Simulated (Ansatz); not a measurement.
AlN:
```
AlN
1.0
    2.58498     0.00000     0.00000
    0.00000     2.58498     0.00000
    0.00000     0.00000     2.58498
Al N
1 1
Direct
  0.00000   0.00000   0.00000
  0.50000   0.50000   0.50000
```

Relaxed with r²SCAN. Special points in fractions of this cell's reciprocal vectors: Γ (0.000, 0.000, 0.000); X (0.000, 0.500, 0.000); M (0.500, 0.500, 0.000); R (0.500, 0.500, 0.500).

**Question.** List the band energies nearest the Fermi level at these points for the program Ansatz at the r²SCAN level (PAW).

**Answer.** In eV from the Fermi level; about four levels below and three above (degenerate sets whole), none deeper than 8.9 eV; … stands for higher levels left out; points with the same levels are listed once.

```json
[
 {"k": "Γ", "below": "-1.77 -1.77 -1.77", "above": "1.43 …"},
 {"k": "X", "below": "-0.66 -0.66", "above": "5.24 8.44 …"},
 {"k": "M", "below": "-7.84 -7.84 -1.21", "above": "0.48 …"},
 {"k": "R", "below": "-5.42 -5.42 -5.42", "above": "…"}
]
```

Space group Pm-3m (CsCl type). A made-up cell: these elements were put on the sites of a structure type; neither database checked (COD, Materials Project) lists it. It is not the phase usual at ambient conditions (space group No. 186, 216). The cell was relaxed with r²SCAN under the symmetry of its start. At this level the phase is mechanically unstable.

Potentials: the earlier of the program's two PAW sets. The files were generated under PBE; for other functionals the program regenerates the frozen cores, and for LDA and PBEsol the local potential too.
